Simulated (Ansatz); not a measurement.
With DFT-r²SCAN in the program Ansatz with PAW potentials, SiCO4 in the tetragonal phase (I-4; Si on 2a, C on 2c, O on 8g) relaxes to a = 4.356 Å, c = 6.551 Å. Si has 4 nearest neighbours from 1.63 Å (tetrahedral); C has 4 nearest neighbours from 1.38 Å (tetrahedral). Against the elements it lies at -1.92 eV/atom, with no fitted shifts.

It is gapped at this level: 7.90 eV (indirect). The valence maximum lies at M and the conduction minimum at Γ. Electrons at the band edge weigh 0.54 mₑ (isotropic).

An equation-of-state fit gives a bulk modulus of 70.5 GPa. Bader charges are Si +3.34, C +2.30, O -1.41 e.

The start of the workflow was typed in or built on a structure type; neither database checked (COD, Materials Project) lists it. Its standing as an ambient phase is unchecked. Symmetry was held in the r²SCAN relaxation; whether a distortion lowers the energy is not shown. The references are the lowest solids computed at this level, not always the standard phases (solids in place of the gases).

Potentials: the earlier of the program's two PAW sets.
